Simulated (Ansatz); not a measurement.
Recipe of this trial structure of MnRhC6N6: cyanide-bridged rock-salt net of two metals, 0 guest cations a cell (Fm-3m, No. 225). Lengths were set from tabulated atomic sizes, so they are only a guess.

```cif
data_structure
_symmetry_space_group_name_H-M 'P 1'
_symmetry_Int_Tables_number 1
_cell_length_a 7.2365
_cell_length_b 7.2365
_cell_length_c 7.2365
_cell_angle_alpha 60.000
_cell_angle_beta 60.000
_cell_angle_gamma 60.000
_cell_volume 267.96
loop_
_atom_site_label
_atom_site_type_symbol
_atom_site_fract_x
_atom_site_fract_y
_atom_site_fract_z
_atom_site_occupancy
Mn1 Mn 0.50000 0.50000 0.50000 1
Rh1 Rh 0.00000 0.00000 0.00000 1
C1 C 0.81268 0.18732 0.18732 1
C2 C 0.18732 0.81268 0.18732 1
C3 C 0.18732 0.18732 0.81268 1
C4 C 0.18732 0.81268 0.81268 1
C5 C 0.81268 0.18732 0.81268 1
C6 C 0.81268 0.81268 0.18732 1
N1 N 0.69836 0.30164 0.30164 1
N2 N 0.30164 0.69836 0.30164 1
N3 N 0.30164 0.30164 0.69836 1
N4 N 0.30164 0.69836 0.69836 1
N5 N 0.69836 0.30164 0.69836 1
N6 N 0.69836 0.69836 0.30164 1
```

Level of theory: DFT PBE, scalar-relativistic, plane waves, PAW in Ansatz 0.2.0. Cutoff 420 eV, Gaussian smearing, Γ-centred meshes. Cell and atoms relax first on a coarse mesh and then on a finer one. In between, the cell is made exact in the group found at 0.06 Å. In metals the finer mesh still leaves noise of several meV/atom or more. The steps can't lower the symmetry of their start. Collinear spin, starting moments Mn 4.0; Rh 1.0 μB.

A guess keeps its type if space group and coordination stay and the shape of the cell changes little (axis ratios within about 15 %, angles within 6°); the volume may change.

Q: Will the relaxed cell still be of the starting type?

A: It keeps its type. The symmetry stays Fm-3m (No. 225). The volume per atom shrinks by 1.0 %, from 19.1 to 19.0 Å³. The shortest distance goes from 1.17 Å (C–N) to 1.16 Å (C–N). Counting neighbours within 15 % of an atom's shortest distance, the start has C 1, Mn 6, N 1, Rh 6 and the end C 1, Mn 6, N 1, Rh 6.

The last run used collinear spin, a 6×6×6 mesh for its 14-atom cell and Gaussian smearing of 0.10 eV. The magnetic state reached may not be the lowest. A structure relaxed within its symmetry needn't be a true minimum.
